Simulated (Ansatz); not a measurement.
GeMo (CsCl type, Pm-3m), r²SCAN (plane waves, PAW; program Ansatz), all energies at zero smearing, with the estimated change up to a 700 eV cutoff added, with one set of potentials and settings (totals compare only within such a set). Cell of 2 atoms (1 Mo, 1 Ge): -9270.136 eV.

| element | reference phase | E (eV/atom) |
|---|---|---|
| Mo | Im-3m, 1 atoms in the cell | -4967.6249 |
| Ge | Fd-3m, 2 atoms in the cell | -4302.9121 |

Formation energy per atom, worked out: (-9270.136 − 1×(-4967.6249) − 1×(-4302.9121))/2 = 0.200 eV/atom (19 kJ per mol of atoms), at 0 K, without zero-point energy or fitted corrections.

The cell is a constructed one: a structure type filled with these elements; neither database checked (COD, Materials Project) lists it. Its standing as an ambient phase is unchecked. The cell was relaxed with r²SCAN under the symmetry of its start; whether a distortion lowers the energy is not shown. The run is not spin-polarised. The references are the lowest solids computed at this level, not always the standard phases.

Potentials: the earlier of the program's two PAW sets.
